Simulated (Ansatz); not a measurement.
This cell of WC (WC type, space group P-6m2) is off equilibrium:

```
WC
1.0
    2.86224     0.00000     0.00000
   -1.43112     2.47877     0.00000
    0.00000     0.00000     3.01578
W C
1 1
Cartesian
  0.00000   0.00000   0.00000
  1.43112   0.82626   1.50789
```

Level of theory: PBEsol (plane waves to 420 eV, PAW, scalar-relativistic; Ansatz, a quantum-chemistry and plane-wave program). k mesh 18×18×16 (Γ-centred), Fermi-Dirac smearing 0.05 eV. The energy includes the smearing's −TS. Stress and pressure are positive under compression. With partly filled bands, the response to shear is sensitive to the k mesh, so small differences along c/a are uncertain. Spin-orbit coupling is left out, though W is heavy. WC is run without spin polarisation. WC was relaxed with its symmetry unable to fall.

Q: Give the stress tensor in GPa and the pressure.

A: 
```
    1.4      0.0      0.0
    0.0      1.4      0.0
    0.0      0.0    -51.0
```
The pressure, a third of the trace, is -16.1 GPa.

Q: It is the relaxed cell deformed to V/V₀ = 1.040, (c/a)/(c/a)₀ = 1.080, c along z, fractional positions held. What is its energy relative to the relaxed cell?

A: 115 meV/atom.

(A scan under strain: stresses follow from slopes of the energy per volume, elastic moduli from its curvatures.)
